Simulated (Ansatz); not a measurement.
A distorted cell of Cu₂O (cuprite type, space group Pn-3m):

```xyz
6
Lattice="4.1438 0.0000 0.0000 0.0000 4.1438 0.0000 0.0000 0.0000 4.0333" Properties=species:S:1:pos:R:3 pbc="T T T"
Cu     3.1078     3.1078     3.0250
Cu     3.1078     1.0359     1.0083
Cu     1.0359     3.1078     1.0083
Cu     1.0359     1.0359     3.0250
O      0.0000     0.0000     0.0000
O      2.0719     2.0719     2.0166
```

The numbers are results of PBEsol (plane waves to 420 eV, PAW, scalar-relativistic; Ansatz, a program for electronic structure), not measurements. k mesh 8×8×8 (Γ-centred), Fermi-Dirac smearing 0.05 eV. The energy includes the smearing's −TS. Compression counts positive. Cu2O is run without spin polarisation. Cu2O was relaxed with its symmetry unable to fall.

Problem. What is the stress tensor (GPa)?

Solution. 
```
   13.2      0.0      0.0
    0.0     13.2      0.0
    0.0      0.0     13.3
```
The pressure, a third of the trace, is 13.2 GPa.

Problem. It is the relaxed cell deformed to V/V₀ = 0.920, (c/a)/(c/a)₀ = 0.973, c along z, fractional positions held. What is its energy relative to the relaxed cell?

Solution. 38.5 meV/atom.

(A scan under strain: stresses follow from slopes of the energy per volume, elastic moduli from its curvatures.)
